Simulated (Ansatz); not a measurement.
## Profile along the Zr–O line in BaZrO3 (cubic perovskite)

BaZrO$_{3}$ (cubic perovskite)

```cif
data_BaO3Zr
_chemical_formula_sum 'Ba1 Zr1 O3'
_space_group_name_H-M_alt 'P 1'
_space_group_IT_number 1
_cell_length_a 4.18056
_cell_length_b 4.18056
_cell_length_c 4.18056
_cell_angle_alpha 90.000
_cell_angle_beta 90.000
_cell_angle_gamma 90.000
loop_
_space_group_symop_operation_xyz
  'x, y, z'
loop_
_atom_site_label
_atom_site_type_symbol
_atom_site_fract_x
_atom_site_fract_y
_atom_site_fract_z
_atom_site_occupancy
Ba1 Ba 0.00000 0.00000 0.00000 1
Zr1 Zr 0.50000 0.50000 0.50000 1
O1 O 0.00000 0.50000 0.50000 1
O2 O 0.50000 0.50000 0.00000 1
O3 O 0.50000 0.00000 0.50000 1
```

Fields along a shortest Zr–O line of a {100} plane (2.09 Å), from Zr to O, interpolated on the slice's grid (step about 0.1 Å). All values below come from PBEsol (plane waves to 420 eV, PAW, scalar-relativistic; Ansatz, a quantum-chemistry and plane-wave program). k mesh 8×8×8. These are valence fields of a PAW run, semicore shells included where kept as valence: close to a nucleus they are smooth pseudo fields. BaZrO3 is run without spin polarisation. BaZrO3 was relaxed with its symmetry unable to fall.

| distance from Zr (Å) | valence electron density (e/Å³) | electron localisation function |
|---|---|---|
| 0.00 | 2.63 | x |
| 0.10 | 2.91 | x |
| 0.21 | 3.53 | x |
| 0.31 | 4.06 | x |
| 0.42 | 4.13 | 0.69 |
| 0.52 | 3.67 | 0.79 |
| 0.63 | 2.87 | 0.80 |
| 0.73 | 2.02 | 0.73 |
| 0.84 | 1.33 | 0.55 |
| 0.94 | 0.89 | 0.32 |
| 1.04 | 0.69 | 0.20 |
| 1.15 | 0.69 | 0.29 |
| 1.25 | 0.86 | 0.52 |
| 1.36 | 1.22 | 0.73 |
| 1.46 | 1.86 | 0.82 |
| 1.57 | 2.92 | 0.82 |
| 1.67 | 4.32 | 0.76 |
| 1.78 | 5.75 | x |
| 1.88 | 6.84 | x |
| 1.99 | 7.45 | x |
| 2.09 | 7.63 | x |

x: too close to a nucleus for the ELF to mean much.

Density on the Zr–O line (2.09 Å) at its density minimum, 1.1 Å from Zr: 0.67 e/Å³. ELF at that point: 0.2.
